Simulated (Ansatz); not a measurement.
## Straining Cu

Method: Ansatz 0.2.0, DFT PBEsol, scalar-relativistic, plane waves, PAW. Run with 420 eV cutoff, 24×24×6 k-mesh, Gaussian smearing of 0.10 eV, no spin polarisation.

The relaxed crystal:

```
CELL_PARAMETERS angstrom
2.51980 0.00000 0.00000
-1.25990 2.18221 0.00000
0.00000 0.00000 8.23525
ATOMIC_POSITIONS crystal
Cu 0.00000 0.00000 0.00000
Cu 0.33333 0.66667 0.25000
Cu 0.00000 0.00000 0.50000
Cu 0.66667 0.33333 0.75000
```

Deformation: uniaxial strain along c, with the lengths of a and b and the atoms relaxed and the angles held, all within the symmetry that the strain leaves. Energies are extrapolated to zero smearing. Stress is positive in compression, on the Cartesian axes of the cell above. On this cell's mesh the reference holds a stress of up to 0.15 GPa.

```tsv
strain (%)	ΔE (meV/atom)	a (Å)	b (Å)	c (Å)	σxx (GPa)	σyy (GPa)	σzz (GPa)
-4.5	19.6	2.554	2.554	7.865	0.00	0.00	12.01
-3.0	8.8	2.541	2.541	7.988	0.00	0.00	7.99
-1.5	2.3	2.529	2.529	8.112	0.00	0.00	4.09
+0.0	0.0	2.520	2.520	8.235	-0.13	-0.13	0.15
+1.5	1.7	2.510	2.510	8.359	-0.01	-0.01	-3.47
+3.0	7.2	2.502	2.502	8.482	0.00	0.00	-6.81
+4.5	16.0	2.495	2.495	8.606	0.00	0.00	-9.82
```

This form isn't the element's structure at ambient conditions.